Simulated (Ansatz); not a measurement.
Hg₂O:
```xyz
6
Lattice="5.2676 0.0000 0.0000 0.0000 5.2676 0.0000 0.0000 0.0000 5.2676" Properties=species:S:1:pos:R:3 pbc="T T T"
O      0.0000     0.0000     0.0000
O      2.6338     2.6338     2.6338
Hg     1.3169     1.3169     1.3169
Hg     3.9507     3.9507     1.3169
Hg     3.9507     1.3169     3.9507
Hg     1.3169     3.9507     3.9507
```

Relaxed with PBE. Special points in fractions of this cell's reciprocal vectors: Γ (0.000, 0.000, 0.000); X (0.000, 0.500, 0.000); M (0.500, 0.500, 0.000); R (0.500, 0.500, 0.500).

Question: List the band energies nearest the Fermi level at these points for PBE in the plane-wave PAW code Ansatz.

Answer: In eV from the Fermi level; about four levels below and three above (degenerate sets whole), none deeper than 8.9 eV; points with the same levels are listed once.

```tsv
k	below	above
Γ	-4.06 -4.06 -4.06 -0.19 -0.19	1.18 1.18 1.18
X	-4.06 -4.06 -1.64 -1.64	0.86 0.86 1.72 1.72
M	-4.04 -4.04 -1.80 -1.80	0.12 0.12 2.09 2.09
R	-4.73 -4.73 -4.73 -1.14	0.25 0.25 0.25
```

Space group Pn-3m. The start of the workflow was typed in or built on a structure type; neither database checked (COD, Materials Project) lists it. Its standing as an ambient phase is unchecked. Symmetry was held in the PBE relaxation; its stability against distortions is not shown here. The volume moved by 21 % from the start of the relaxation. Scalar-relativistic: spin–orbit coupling is off unless named, which matters more the heavier the elements.

Potentials: the earlier of the program's two PAW sets.
